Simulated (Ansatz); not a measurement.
Rh, DFT, LDA, all-electron LAPW, scalar-relativistic (Ansatz 0.2.0), run on 1 thread of Intel(R) Xeon(R) Platinum 8488C (Sapphire Rapids) on a shared host.

The cell comes from COD entry 9008482, which wasn't checked; take it as a given geometry. The listed cell was then made from it by scaling, straining or moving an atom.

Command: `ansatz run input.yaml --threads 1 --pin off --max-ram 3072MiB --backend cpu --events-out ev --progress --plain --runs-dir out`

```yaml
crystal:
  lattice:
    - [0.0, 1.9265732643, 1.9265732643]
    - [1.9265732643, 0.0, 1.9265732643]
    - [1.9265732643, 1.9265732643, 0.0]
  atoms:
    - { symbol: Rh, position: [0.0, 0.0, 0.0] }
kpoints:
  mp_grid: { grid: [16, 16, 16] }
  band_path:
    path:
      - [0.0, 0.0, 0.0]
      - [0.5, 0.0, 0.5]
      - [0.625, 0.25, 0.625]
      - [0.375, 0.375, 0.75]
      - [0.0, 0.0, 0.0]
      - [0.5, 0.5, 0.5]
      - [0.5, 0.25, 0.75]
      - [0.5, 0.0, 0.5]
    npoints: 5
scf:
  occupations: { method: fermi_dirac, width: 0.03 }
hamiltonian:
  xc: lda
  pseudopotentials: { kind: all_electron, lapw: { basis_error: 0.00025 } }
output:
  forces: true
  stress: true
  eigenvalues: true
```

Task: How large is the problem that the program sets up?

Result: 145 irreducible k-points, 169 plane waves at Γ, 18 bands.

Task: About how long does it take, and how much memory does it use?

Result: 12 s of wall time for 6 SCF iterations, with a peak of 0.39 GiB. Times on shared machines scatter by tens of per cent.
